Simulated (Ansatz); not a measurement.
B2CO:
```
B2CO
1.0
   -1.85327     1.85327     3.73538
    1.85327    -1.85327     3.73538
    1.85327     1.85327    -3.73538
C O B
2 2 4
Direct
  0.00000   0.00000   0.00000
  0.75000   0.25000   0.50000
  0.50000   0.50000   0.00000
  0.25000   0.75000   0.50000
  0.37500   0.35387   0.47887
  0.87500   0.89613   0.52113
  0.64613   0.12500   0.02113
  0.10387   0.62500   0.97887
```

Relaxed with r²SCAN. Special points in fractions of this cell's reciprocal vectors: Γ (0.000, 0.000, 0.000); X (0.000, 0.000, 0.500); P (0.250, 0.250, 0.250); N (0.000, 0.500, 0.000); M (0.500, 0.500, -0.500); S (0.312, 0.688, -0.312); S0 (-0.312, 0.312, 0.312); R (-0.123, 0.123, 0.500); G (0.500, 0.500, -0.123).

Problem. List the band energies nearest the valence-band maximum at these points for DFT-r²SCAN in the program Ansatz with PAW potentials.

Solution. In eV from the valence-band maximum; about four levels below and three above (degenerate sets whole), none deeper than 8.9 eV; points with the same levels are listed once.

```
k                          below                above
-  -----------------------------  -------------------
Γ  -4.04 -4.04 -0.54 -0.01 -0.01       4.18 7.23 7.75
X        -1.88 -1.88 -0.55 -0.55  6.96 6.96 9.01 9.01
P        -1.58 -1.58 -1.13 -1.13  7.22 7.22 8.95 8.95
N        -3.97 -2.45 -2.38 -0.66       7.08 7.76 7.79
M        -2.68 -2.68 -1.87 -1.87  3.61 3.61 7.85 7.85
S        -3.98 -2.43 -1.28 -1.17       5.47 6.71 8.60
R        -1.97 -1.97 -0.91 -0.91  7.22 7.22 8.51 8.51
```

Space group I-42d (chalcopyrite). The start of the workflow was typed in or built on a structure type; neither database checked (COD, Materials Project) lists it. Its standing as an ambient phase is unchecked. The cell was relaxed with r²SCAN under the symmetry of its start; its stability against distortions is not shown here.

Potentials: the earlier of the program's two PAW sets. The files were generated under PBE; for other functionals the program regenerates the frozen cores, and for LDA and PBEsol the local potential too.
